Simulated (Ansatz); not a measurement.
Computed with DFT PBE, scalar-relativistic, plane waves, PAW in Ansatz 0.2.0. All cells share a 420 eV cutoff and Γ-centred k meshes spaced about 0.3 Å⁻¹ or finer (0.25 for metals, 2π included). No spin polarisation.

Relaxed structures of Al4Ru3, with energies over the first row. Coordination counts all near atoms (those within 1.25 times the shortest distance at each site; a plus sign parts nearer from farther groups; a slash parts the counts of unlike sites).

```
#    form                 sites  V (Å³/atom)        coordination  ΔE (meV/atom)
1  I4/mmm  Al 4e, 4e; Ru 4e, 2a         13.7    Al 14, Ru 14/8+6              0
2  P4/mmm      Al 4k; Ru 2f, 1c         15.1  Al 6+6, Ru 8+4/8+6             84
```

A further structure, relaxed alike:

```
Al Ru
1.0
     2.11613    1.22175    6.78183
    -2.11613    1.22175    6.78183
     0.00000   -2.44350    6.78183
Al Ru
4 3
Direct
  0.62644 0.62644 0.62644
  0.37356 0.37356 0.37356
  0.12279 0.12279 0.12279
  0.87721 0.87721 0.87721
  0.74891 0.74891 0.74891
  0.25109 0.25109 0.25109
  0.50000 0.50000 0.50000
```

Question: Place it among the others.

Answer: It is the highest, 170 meV/atom above row 1, with space group R-3m (No. 166) and 15.0 Å³/atom. Counting all near atoms, this cell has Al 5+6/7+6, Ru 8+3/8+6 and row 1 has Al 14, Ru 14/8+6. Al on its first site is surrounded by 5 Ru at 2.49–2.59 Å and 6 Al at 2.94–2.97 Å; around Al on its second site lie 7 Ru at 2.58–2.61 Å and 6 Al at 2.97–3.03 Å; around Ru on a site of symmetry 3m lie 8 Al at 2.49–2.61 Å and 3 Ru at 2.99 Å; Ru on a site of symmetry -3m has 8 Al at 2.57–2.60 Å and 6 Ru at 2.99 Å.

Trial moments fell under 0.15 μB along the way in I4/mmm, P4/mmm and R-3m; another start might hold them. With atoms moved at random, row 1 and row 2 came back. The further cell had no clear such test and can be a saddle point.
